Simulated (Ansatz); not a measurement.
## ZrBr under compression and expansion

```
Zr Br
1.0
     1.75155    1.01126    9.35700
    -1.75155    1.01126    9.35700
     0.00000   -2.02252    9.35700
Zr Br
2 2
Direct
  0.20920 0.20920 0.20920
  0.79080 0.79080 0.79080
  0.39170 0.39170 0.39170
  0.60830 0.60830 0.60830
```

The cell comes from COD entry 4343762, which wasn't checked; take it as a given geometry.

Levels of theory: DFT, LDA, all-electron LAPW, scalar-relativistic (Ansatz 0.2.0); DFT, LDA, PAW with Ansatz's default frozen-core files, scalar-relativistic (Ansatz 0.2.0).

For LAPW: a Γ-centred 10×10×10 k mesh, Fermi–Dirac smearing of 0.02 eV, basis error target 0.5 meV/atom, no spin polarisation. PAW takes a cutoff of 420 eV at this cell (files made with PBE, cores remade for this functional). The Ansatz runs share mesh, smearing and spin set-up. Plane-wave (PAW) pressures include the program's estimate of the Pulay term.

The cell above is scaled evenly, with fractional coordinates and shape held.

```json
{"V/V(cell)": "0.9400", "V (Å³/atom)": "23.369", "P, LAPW (GPa)": "2.02", "P, PAW (GPa)": "2.00"}
{"V/V(cell)": "0.9600", "V (Å³/atom)": "23.866", "P, LAPW (GPa)": "0.07", "P, PAW (GPa)": "0.06"}
{"V/V(cell)": "0.9800", "V (Å³/atom)": "24.363", "P, LAPW (GPa)": "-1.67", "P, PAW (GPa)": "-1.69"}
{"V/V(cell)": "0.9900", "V (Å³/atom)": "24.612", "P, LAPW (GPa)": "-2.47", "P, PAW (GPa)": "-2.49"}
{"V/V(cell)": "1.0000", "V (Å³/atom)": "24.861", "P, LAPW (GPa)": "-3.23", "P, PAW (GPa)": "-3.25"}
{"V/V(cell)": "1.0100", "V (Å³/atom)": "25.109", "P, LAPW (GPa)": "-3.95", "P, PAW (GPa)": "-3.97"}
{"V/V(cell)": "1.0200", "V (Å³/atom)": "25.358", "P, LAPW (GPa)": "-4.64", "P, PAW (GPa)": "-4.65"}
{"V/V(cell)": "1.0400", "V (Å³/atom)": "25.855", "P, LAPW (GPa)": "-5.89", "P, PAW (GPa)": "-5.90"}
{"V/V(cell)": "1.0600", "V (Å³/atom)": "26.352", "P, LAPW (GPa)": "-7.01", "P, PAW (GPa)": "-7.03"}
```

(1) What do Birch–Murnaghan fits to the pressures give?

Results:

(1) LAPW: V0 = 23.89 Å³/atom, B0 = 88 GPa, B0′ = 4.3; PAW: V0 = 23.88 Å³/atom, B0 = 88 GPa, B0′ = 4.3.
